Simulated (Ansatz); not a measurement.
Nb5Si3:
Space group P6₃/mcm (No. 193); a = 7.556 Å, b = 7.556 Å, c = 5.252 Å, α = 90.00°, β = 90.00°, γ = 120.00°

```tsv
atom	site	symmetry	x	y	z
Nb	6g	m2m	0.2508	0.2508	0.7500
Si	6g	m2m	0.3929	0.3929	0.2500
Nb	4d	3.2	0.3333	0.6667	0.0000
```

Relaxed at zero pressure with r²SCAN in the plane-wave PAW code Ansatz.

The volume is raised by 6 % and shape and atoms relax at that volume. What pressure results, and how do the axes share the change?

-10.0 GPa; a 1.9 %, b 1.9 %, c 2.1 %; the energy rises by 32 meV/atom.

Give the new structure.


Space group P6₃/mcm (No. 193); a = 7.6990 Å, b = 7.6990 Å, c = 5.3621 Å, α = 90.00°, β = 90.00°, γ = 120.00°

```json
[
 {"atom": "Nb", "site": "6g", "symmetry": "m2m", "x": "0.2546", "y": "0.2546", "z": "0.7500"},
 {"atom": "Si", "site": "6g", "symmetry": "m2m", "x": "0.3909", "y": "0.3909", "z": "0.2500"},
 {"atom": "Nb", "site": "4d", "symmetry": "3.2", "x": "0.3333", "y": "0.6667", "z": "0.0000"}
]
```

The phase is kept; no other phase was compared at this pressure.

Space group P6_3/mcm. The workflow started from an entry of the Crystallography Open Database (COD), which files this formula under 2 space groups. Whether it is the stable phase at ambient conditions was not checked. The cell was relaxed with r²SCAN under the symmetry of its start; whether a distortion lowers the energy is not shown. No spin polarisation was allowed.

Potentials: the later of the program's two PAW sets.
